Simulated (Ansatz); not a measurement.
RbLiZnS2:
```xyz
5
Lattice="-1.9742 1.9742 6.7111 1.9742 -1.9742 6.7111 1.9742 1.9742 -6.7111" Properties=species:S:1:pos:R:3 pbc="T T T"
Rb     0.0000     0.0000     0.0000
Li     1.9742     0.0000     3.3556
Zn     0.0000     1.9742     3.3556
S      0.0000     0.0000     8.7385
S      0.0000     0.0000     4.6838
```

Relaxed with PBEsol. Special points in fractions of this cell's reciprocal vectors: Γ (0.000, 0.000, 0.000); X (0.000, 0.000, 0.500); P (0.250, 0.250, 0.250); N (0.000, 0.500, 0.000); M (0.500, 0.500, -0.500); S (0.272, 0.728, -0.272); S0 (-0.272, 0.272, 0.272); R (-0.043, 0.043, 0.500); G (0.500, 0.500, -0.043).

Problem. List the band energies nearest the valence-band maximum at these points for the program Ansatz at the PBEsol with spin–orbit coupling level (PAW).

Solution. In eV from the valence-band maximum; about four levels below and three above (degenerate sets whole), none deeper than 8.9 eV; points with the same levels are listed once.

```json
[
 {"k": "Γ", "below": "-0.01 -0.01 0.00 0.00", "above": "2.51 2.51 3.88 3.88"},
 {"k": "X", "below": "-1.58 -1.58 -1.54 -1.54", "above": "3.69 3.69 4.78 4.78"},
 {"k": "P", "below": "-1.61 -1.61 -1.58 -1.56", "above": "4.20 4.20 4.29"},
 {"k": "N", "below": "-0.78 -0.78 -0.43 -0.43", "above": "3.50 3.50 5.11 5.11"},
 {"k": "M", "below": "-0.11 -0.11 -0.07 -0.07", "above": "3.14 3.14 3.46 3.46"},
 {"k": "S", "below": "-0.71 -0.70 -0.38 -0.38", "above": "3.46 3.46 4.76"},
 {"k": "R", "below": "-1.56 -1.56 -1.52 -1.51", "above": "3.78 3.78 4.81"}
]
```

Space group I-4m2. The workflow started from a Materials Project entry (that database holds measured and hypothetical structures alike); the Crystallography Open Database copy checked does not list it. With Li and Zn taken as one species the cell has the higher symmetry I4/mmm, so it may be an ordered model of a mixed-site phase. Its standing as an ambient phase is unchecked. The PBEsol relaxation kept the symmetry of its start; whether a distortion lowers the energy is not shown.

Potentials: the later of the program's two PAW sets.
